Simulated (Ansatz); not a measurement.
KTaO3:
Space group Pm-3m (No. 221); a = b = c = 4.024 Å, α = β = γ = 90.00°

| atom | site | symmetry | x | y | z |
|---|---|---|---|---|---|
| K | 1b | m-3m | 0.5000 | 0.5000 | 0.5000 |
| Ta | 1a | m-3m | 0.0000 | 0.0000 | 0.0000 |
| O | 3d | 4/mm.m | 0.0000 | 0.0000 | 0.5000 |

Relaxed with PBE. DFT-PBE in the program Ansatz with PAW potentials gives a gap of 2.16 eV.

Q: What gap does HSE06 give on the same cell (Ansatz, PAW)?

A: 3.49 eV, 1.33 eV more. The hybrid was solved on a coarser mesh and at special points; its gap is the smallest among all of these.

| k | v1 PBE | c1 PBE | v1 HSE06 | c1 HSE06 |
|---|---|---|---|---|
| Γ | -0.62 | 2.16 | -0.66 | 3.49 |
| R | 0.00 | 6.27 | [?] | [?] |
| M | -0.04 | 4.91 | [?] | [?] |
| X | -0.83 | 2.31 | [?] | [?] |

Q: Top valence (v1) and lowest conduction level (c1) in eV from each method's valence maximum (which need not be a listed point): supply the withheld HSE06 values.

A: 
- R, v1 HSE06: 0.00
- R, c1 HSE06: 8.00
- M, v1 HSE06: -0.04
- M, c1 HSE06: 6.46
- X, v1 HSE06: -0.89
- X, c1 HSE06: 3.64

Cost on shared cores: the PBE run (SCF on a 7×7×7 mesh, then bands and DOS) about 14 core-seconds (a rough figure), the HSE06 run (SCF on 4×4×4, then a few points) around 70 core-seconds (rough); the tasks are unlike.

The cell was relaxed with PBE under the symmetry of its start. At this level the phase is dynamically unstable (imaginary phonons). The run is not spin-polarised. Scalar-relativistic: spin–orbit coupling is off unless named, which matters more the heavier the elements.

Potentials: the later of the program's two PAW sets.
